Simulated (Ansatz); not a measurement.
## Zincblende alloy of ZnSe and BeSe (20 of 32 Zn sites exchanged), 64 atoms

These are results of DFT, PBEsol, PAW, plane waves (Ansatz 0.2.0), not measurements.

Command:

```sh
ansatz run in.yaml --threads 8 --pin off --max-ram 118750MiB --runs-dir r --events-out ev --progress --plain --backend cuda --devices 0, --max-vram 170GiB
```

The input less its lattice and atoms:

```yaml
crystal:
  symmetry: { detect: false }
kpoints:
  mp_grid: { grid: [1, 1, 1], shift: [0.25, 0.25, 0.25] }
hamiltonian:
  xc: pbesol
scf:
  occupations: { method: fermi_dirac, width: 0.01 }
relax:
  f_tol: 0.03
  max_steps: 80
  escape_saddle: false
  adjacent_minimum: "off"
  cell: { fix: [shape] }
output:
  forces: true
  eigenvalues: true
  populations: true
```

Start:

```
Be Zn Se
1.0
    10.64110    0.00000    0.00000
     0.00000   10.64110    0.00000
     0.00000    0.00000   10.64110
Be Zn Se
20 12 32
Direct
  0.99647 0.99814 0.99854
  0.49961 0.00019 0.50206
  0.49741 0.50063 0.99854
  0.50071 0.49796 0.50038
  0.24980 0.25050 0.00128
  0.25012 0.74710 0.00035
  0.25135 0.74586 0.49998
  0.74966 0.24740 0.99679
  0.74885 0.24531 0.49987
  0.75131 0.74761 0.00241
  0.74809 0.75160 0.49963
  0.24715 0.99589 0.74575
  0.25160 0.50204 0.24994
  0.74985 0.00040 0.25275
  0.74822 0.99606 0.75227
  0.74760 0.50213 0.24916
  0.00293 0.25284 0.24843
  0.00182 0.74990 0.74977
  0.50072 0.25173 0.25009
  0.50111 0.74947 0.24661
  0.00197 0.00022 0.50143
  0.99735 0.50040 0.99759
  0.00071 0.50049 0.49842
  0.49933 0.00041 0.00172
  0.25127 0.25023 0.50225
  0.25177 0.99831 0.25071
  0.24899 0.49983 0.75120
  0.75119 0.49643 0.74960
  0.99931 0.24608 0.74810
  0.99959 0.74974 0.24912
  0.50065 0.24843 0.75100
  0.49903 0.74800 0.75043
  0.12363 0.12701 0.12425
  0.12578 0.12428 0.62619
  0.12286 0.62069 0.12360
  0.12487 0.62462 0.62303
  0.62642 0.12640 0.12844
  0.62701 0.12730 0.62258
  0.62841 0.62340 0.12923
  0.62372 0.62441 0.62757
  0.37541 0.37566 0.12722
  0.37577 0.37287 0.62408
  0.37318 0.87679 0.12487
  0.37527 0.87559 0.62582
  0.87676 0.37483 0.12433
  0.87779 0.37609 0.62291
  0.87774 0.87546 0.12542
  0.87523 0.87508 0.62599
  0.37440 0.12137 0.37478
  0.37544 0.12768 0.87883
  0.37575 0.62437 0.37788
  0.37450 0.62710 0.87781
  0.87608 0.12611 0.37473
  0.87499 0.12500 0.87821
  0.87642 0.62470 0.37694
  0.87288 0.62844 0.87405
  0.12652 0.37280 0.37413
  0.12470 0.37552 0.87484
  0.12376 0.87969 0.37551
  0.12439 0.87289 0.87545
  0.62513 0.37679 0.37560
  0.62238 0.37377 0.87322
  0.62168 0.87487 0.37709
  0.62595 0.87271 0.87507
```

Steps:

```csv
step,energy less the first (eV),largest force component (eV/Å),pressure (GPa)
start,0.000,2.442,1.78
1,-4.029,0.614,1.23
2,-4.342,0.046,-0.03
3,-4.345,0.008,-0.01
```

A structure on the way, about -4.03 eV from the start:

```xyz
64
Lattice="10.5929 0.0000 0.0000 0.0000 10.5929 0.0000 0.0000 0.0000 10.5929" Properties=species:S:1:pos:R:3 pbc="T T T"
Be   10.5589   10.5814   10.5885
Be    5.3418   10.5669    5.2704
Be    5.2931    5.2879    0.0725
Be    5.3130    5.3105    5.2083
Be    2.6544    2.6361    0.0507
Be    2.6368    7.9391    0.0027
Be    2.6925    7.9329    5.2849
Be    7.9397    2.6185    0.0581
Be    7.9008    2.6003    5.2444
Be    7.9482    7.9522    0.0306
Be    7.8948    7.9697    5.2729
Be    2.6351   10.5345    7.9625
Be    2.7132    5.2892    2.6346
Be    7.9314    0.0236    2.6682
Be    7.9538   10.5543    7.9490
Be    7.8632    5.2966    2.6330
Be   10.5688    2.6459    2.5975
Be    0.0009    7.9940    7.9664
Be    5.3397    2.6959    2.6436
Be    5.3332    7.9100    2.6651
Zn   10.5574   10.5614    5.3146
Zn   10.5683    5.2972    0.0532
Zn   10.5637    5.3252    5.2428
Zn    5.3084    0.0056    0.0412
Zn    2.6978    2.6600    5.2602
Zn    2.7021   10.5707    2.6349
Zn    2.6595    5.3383    7.9747
Zn    7.9322    5.2909    7.9507
Zn   10.5558    2.5567    7.9804
Zn   10.5432    7.9565    2.6103
Zn    5.3353    2.6100    7.9681
Zn    5.2998    7.9619    7.9228
Se    1.2606    1.3656    1.2627
Se    1.4014    1.2487    6.6759
Se    1.4585    6.6108    1.3456
Se    1.3115    6.7559    6.6044
Se    6.6862    1.3939    1.4253
Se    6.7007    1.2400    6.5575
Se    6.6338    6.6357    1.3333
Se    6.5976    6.6194    6.4803
Se    3.9920    3.9590    1.3421
Se    4.0718    4.0437    6.5528
Se    3.9968    9.1079    1.3286
Se    3.9248    9.3540    6.5556
Se    9.1721    3.9293    1.4073
Se    9.2083    3.8896    6.5447
Se    9.1832    9.3558    1.2686
Se    9.1786    9.1816    6.6841
Se    4.1491    1.3099    3.9368
Se    3.8497    1.3095    9.2878
Se    3.9682    6.6329    3.9582
Se    4.0171    6.6495    9.4280
Se    9.2105    1.3802    3.9093
Se    9.1556    1.2353    9.3726
Se    9.0940    6.6336    3.9475
Se    9.2680    6.7543    9.2872
Se    1.3246    3.9648    3.8144
Se    1.3813    3.9110    9.3466
Se    1.3849    9.2100    4.0321
Se    1.3146    9.2693    9.2939
Se    6.6225    3.9771    3.9704
Se    6.6192    3.9617    9.4221
Se    6.6327    9.2688    3.9495
Se    6.7504    9.2692    9.2796
```

End:

```
Be Zn Se
1.0
    10.64073    0.00000    0.00000
     0.00000   10.64073    0.00000
     0.00000    0.00000   10.64073
Be Zn Se
20 12 32
Direct
  0.99527 0.99959 0.99802
  0.50514 0.99659 0.49659
  0.50103 0.49837 0.01144
  0.50229 0.50194 0.48937
  0.24823 0.24763 0.00409
  0.25223 0.74880 0.00161
  0.25446 0.75030 0.50064
  0.74838 0.24772 0.00782
  0.74484 0.24514 0.49195
  0.75049 0.75275 0.00217
  0.74343 0.75065 0.49517
  0.24759 0.99446 0.75249
  0.25710 0.49788 0.24746
  0.74725 0.00180 0.24953
  0.75140 0.99551 0.74931
  0.74232 0.49756 0.24990
  0.99369 0.24975 0.24434
  0.99919 0.75709 0.75291
  0.50502 0.25380 0.25050
  0.50185 0.74407 0.25160
  0.99374 0.99824 0.50298
  0.00001 0.50097 0.00716
  0.99902 0.50258 0.49627
  0.50214 0.00129 0.00385
  0.25456 0.25110 0.49502
  0.25284 0.00225 0.24726
  0.25454 0.50652 0.75265
  0.74833 0.50234 0.75065
  0.99601 0.24382 0.75599
  0.99752 0.75026 0.24815
  0.50431 0.24644 0.75128
  0.50026 0.75222 0.74787
  0.11393 0.12965 0.11793
  0.13346 0.11743 0.63217
  0.14282 0.62549 0.12800
  0.12410 0.64211 0.62697
  0.63052 0.13329 0.13537
  0.63380 0.11330 0.61753
  0.62658 0.62501 0.12692
  0.62177 0.62446 0.60667
  0.37728 0.37089 0.12791
  0.38755 0.38659 0.61629
  0.37810 0.85811 0.12602
  0.36991 0.88382 0.61768
  0.86468 0.37059 0.13299
  0.86572 0.36242 0.61549
  0.86720 0.88390 0.11996
  0.86437 0.86460 0.63100
  0.39632 0.12506 0.37226
  0.35942 0.12202 0.87637
  0.37586 0.62366 0.37457
  0.38178 0.62609 0.89386
  0.86871 0.12948 0.36626
  0.86229 0.11636 0.88376
  0.85549 0.62493 0.37098
  0.87757 0.64034 0.87782
  0.12387 0.37419 0.35526
  0.13255 0.36871 0.88280
  0.13257 0.86840 0.38264
  0.12490 0.87470 0.87888
  0.62362 0.37535 0.37354
  0.62578 0.37510 0.89489
  0.62472 0.87440 0.37143
  0.63868 0.87576 0.87556
```

Self-consistency was reached.

Time: 5.6 s of wall time on one NVIDIA GB200 with 8 processor threads, on a host shared with other runs; peak host memory 1.9 GiB.

How much energy did the relaxation gain, and which atom moved most?

4.35 eV in 3 steps, from a start with small random displacements; atom 49 (Se) moved 0.24 Å, the median atom 0.09 Å (drift of the whole cell removed).
